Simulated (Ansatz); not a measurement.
SnO (litharge type, space group P4/nmm)

```
CELL_PARAMETERS angstrom
      3.79274     0.00000     0.00000
      0.00000     3.79274     0.00000
      0.00000     0.00000     4.76440
ATOMIC_POSITIONS crystal
  Sn 0.50000 0.00000 0.24062
  Sn 0.00000 0.50000 0.75938
  O  0.00000 0.00000 0.00000
  O  0.50000 0.50000 0.00000
```

Scan: atom 4 (O, nearest neighbour Sn at 2.216 Å; its periodic images, 3.8 Å or more away, move with it) is displaced along Cartesian x, direction (1.000, 0.000, 0.000) in Cartesian axes, by s. The other atoms stay.

Computed with r2SCAN+rVV10 (plane waves to 500 eV, PAW, scalar-relativistic; Ansatz, a program for electronic structure). k mesh 7×7×6 (Γ-centred), Fermi-Dirac smearing 0.05 eV. The energy includes the smearing's −TS. With partly filled bands, energies and forces of such displacements shift with the k mesh and the smearing. At this level the bands of SnO touch or barely overlap; measurements give the solid a gap. SnO was relaxed with its symmetry unable to fall. The PAW data are Ansatz's earlier set. ΔE is measured from the undisplaced structure. The last digit holds for this mesh only.

```json
[
 {"s (Å)": "-0.660", "ΔE (meV/cell)": "withheld"},
 {"s (Å)": "-0.528", "ΔE (meV/cell)": "1646.3"},
 {"s (Å)": "-0.396", "ΔE (meV/cell)": "816.3"},
 {"s (Å)": "-0.264", "ΔE (meV/cell)": "328.1"},
 {"s (Å)": "-0.132", "ΔE (meV/cell)": "76.9"},
 {"s (Å)": "0.000", "ΔE (meV/cell)": "0.0"},
 {"s (Å)": "0.132", "ΔE (meV/cell)": "76.9"},
 {"s (Å)": "0.264", "ΔE (meV/cell)": "328.1"},
 {"s (Å)": "0.396", "ΔE (meV/cell)": "816.3"},
 {"s (Å)": "0.528", "ΔE (meV/cell)": "1646.3"},
 {"s (Å)": "0.660", "ΔE (meV/cell)": "withheld"}
]
```

### Question
Fit an even polynomial form (powers 2, 4) to the given rows and predict ΔE at s = 0.660.

### Answer
Least squares on the 9 given rows: ΔE = (4307)·s² + (5733)·s⁴, in meV/cell with s in Å; root-mean-square residual 0.08 meV/cell. At 0.660 the fit gives 2964.0 meV/cell; the calculation gives 2964.8 meV/cell, so the extrapolation is off by -0.8 (-0.0 %). The quadratic term alone would give 1876.1 meV/cell.

(For displaced atoms, the force is minus the slope of the energy, and its curvature is a force constant, which sets phonon frequencies.)
